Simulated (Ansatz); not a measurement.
## Ansatz run, RbCuF3

input.yaml (Ansatz 0.2.0)

```yaml
crystal:
  lattice:
    - [4.16626498, 0.0, 0.0]
    - [0.0, 4.16626498, 0.0]
    - [0.0, 0.0, 4.16626498]
  atoms:
    - { symbol: Cu, position: [0.0, 0.0, 0.0], spin: 1.0 }
    - { symbol: F, position: [0.5, 0.0, 0.0] }
    - { symbol: F, position: [0.0, 0.5, 0.0] }
    - { symbol: F, position: [0.0, 0.0, 0.5] }
    - { symbol: Rb, position: [0.5, 0.5, 0.5] }
  symmetry: { detect: false, time_reversal: true }
kpoints:
  mp_grid: { grid: [6, 6, 6], shift: [0, 0, 0] }
  band_path:
    path:
      - [0.0, 0.0, 0.0]
      - [0.0, 0.5, 0.0]
      - [0.5, 0.5, 0.0]
      - [0.0, 0.0, 0.0]
      - [0.5, 0.5, 0.5]
      - [0.0, 0.5, 0.0]
      - [0.5, 0.5, 0.5]
      - [0.5, 0.5, 0.0]
    npoints: 20
magnetization:
  spin_polarized: true
scf:
  occupations: { method: fermi_dirac }
  lower_state_search: "off"
  max_iter: 200
hamiltonian:
  pseudopotentials: { kind: paw }
  xc: pbesol
  hubbard:
    projectors: all-electron-ortho-atomic
    sites: [{ species: Cu, l: d, u_eff: 3.65 }]
basis:
  ecutwfc: 420
  fft_grid_basis: typed
output:
  forces: true
  stress: true
  eigenvalues: true
  bader: true
  populations: true
  elf: true
  write_potential: true
  volumetric_format: npy
  dos:
    e_range: [-12, 8]
    de: 0.05
    projected: { site_lists: { Cu: [Cu], F: [F], Rb: [Rb] } }
checkpoint:
  read: saved_state
```

Run as

```sh
ansatz run input.yaml --threads 1 --pin off --max-ram 2560MiB --backend cpu --events-out ev --progress --plain --runs-dir out
```

The run starts from an earlier solution of this cell. Magnetic state (reached from a saved solution, and it need not be the lowest): Cu1 up.

Parts of the output:

```
SCF iter   1: F=—  Δρ=1.18e-2  dr2=1.36e-2  dr2_m=9.45e-3  M=0.991 μB ∫|m|=1.029 μB
SCF iter   2: F=—  Δρ=8.33e-3  dr2=6.61e-3  dr2_m=4.67e-3  M=0.990 μB ∫|m|=1.025 μB
SCF iter   3: F=—  Δρ=2.51e-3  dr2=3.35e-4  dr2_m=2.36e-3  M=0.990 μB ∫|m|=1.024 μB
SCF iter   4: F=—  Δρ=1.35e-3  dr2=4.08e-5  dr2_m=1.18e-3  M=0.990 μB ∫|m|=1.024 μB
SCF iter   5: F=—  Δρ=1.43e-4  dr2=2.50e-5  dr2_m=1.54e-6  M=0.990 μB ∫|m|=1.024 μB
SCF iter   6: F=—  Δρ=7.86e-5  dr2=5.97e-6  dr2_m=1.29e-6  M=0.990 μB ∫|m|=1.024 μB
SCF iter   7: F=—  Δρ=9.44e-5  dr2=3.88e-6  dr2_m=2.15e-6  M=0.990 μB ∫|m|=1.024 μB
SCF iter   8: F=—  Δρ=1.47e-4  dr2=5.53e-6  dr2_m=3.91e-6  M=0.990 μB ∫|m|=1.024 μB
SCF iter   9: F=—  Δρ=2.02e-4  dr2=1.67e-5  dr2_m=5.65e-6  M=0.990 μB ∫|m|=1.025 μB
SCF iter  10: F=—  Δρ=9.72e-5  dr2=4.58e-6  dr2_m=1.69e-6  M=0.990 μB ∫|m|=1.024 μB
SCF iter  11: F=—  Δρ=4.09e-5  dr2=1.26e-6  dr2_m=4.42e-7  M=0.990 μB ∫|m|=1.024 μB
SCF iter  12: F=—  Δρ=2.52e-5  dr2=8.19e-7  dr2_m=9.10e-8  M=0.990 μB ∫|m|=1.024 μB
SCF iter  13: F=—  Δρ=1.65e-5  dr2=3.50e-7  dr2_m=3.60e-8  M=0.990 μB ∫|m|=1.024 μB
SCF iter  14: F=—  Δρ=9.49e-6  dr2=1.24e-7  dr2_m=6.66e-9  M=0.990 μB ∫|m|=1.024 μB
SCF iter  15: F=-12208.0725 eV  Δρ=5.00e-6  dr2=3.62e-8  dr2_m=1.17e-9  M=0.990 μB ∫|m|=1.024 μB
SCF iter  16: F=-12208.0725 eV  Δρ=3.12e-6  dr2=8.52e-9  dr2_m=9.63e-10  M=0.990 μB ∫|m|=1.024 μB
Magnetization: 0.9898 μB (24.9949 up, 24.0051 down)
Absolute magnetization: 1.0219 μB (∫|ρ↑−ρ↓|, with the PAW one-centre terms)
Spin contamination: 0.0010 ħ² per cell (⟨S²⟩ above its minimum at these occupations)
Per-site moments (μB) at R_I (Å): [(0.6887, 0.8593), (0.0950, 0.8593), (0.1109, 0.8593), (0.0950, 0.8593), (-0.0010, 1.2152)]
Free energy (F): -12208.0725 eV
Harris-Foulkes:  -12208.0725 eV  (|F-HF|=3.00e-9)
Internal energy: -12208.0435 eV  (E = F + TS)
E sigma→0 (E₀):  -12208.0580 eV
Entropy (-TS):   -0.0290 eV (-5.801 meV/atom)
Fermi energy:    4.8561 eV
--- Per-component energies (eV) ---
  E_band       = -694.4391
  E_kinetic    = 1103.6096
  E_local      = -8075.1134  (includes V_loc(G=0)·N_el)
  E_nonlocal   = 792.3236
  E_hartree    = 3369.4837
  E_xc         = -451.2767
  E_vxc        = -552.0655  (∫ρ·V_xc dr)
  E_hubbard    = 0.7882  (on-site DFT+U / exact-exchange correction)
  E_vhub       = -15.4140  (the Hubbard potential's part of the band-sum identity)
  E_paw        = -4777.6005  (= ΣΔE_a)
  E_vpaw       = -686.7592  (= ΣTr[D̂ρ^β])
  E_aug_tail   = 0.0063  (compensation charges beyond the density's cutoff)
  E_ewald      = -4170.7216
  E_core_change = 0.4572  (= ΣΔE_core)
  E_smearing   = -0.0290  (= −TS)
--- Stress (GPa, compression-positive) ---
       -3.9353       0.0000       0.0000
        0.0000      -6.1132       0.0000
        0.0000       0.0000      -3.9351
  P = ⅓ Tr σ = -4.6612 GPa (-46.612 kbar)
--- Löwdin populations: 5 sites ---
  site symbol       q [e]    m [muB]
     0     Cu     17.7375     0.6436
     1      F      7.6356     0.1076
     2      F      7.6246     0.1278
     3      F      7.6356     0.1076
     4     Rb      8.1690    -0.0016
  spilling = 0.0040 (of n_electrons = 49.0000)
```

Origin: a known structure type with other elements, at an estimated volume, so it need not be a known compound.

Run time, from a saved density: 3.1 min on 1 thread of Arm Neoverse V1 (shared host), peak memory 0.81 GiB.
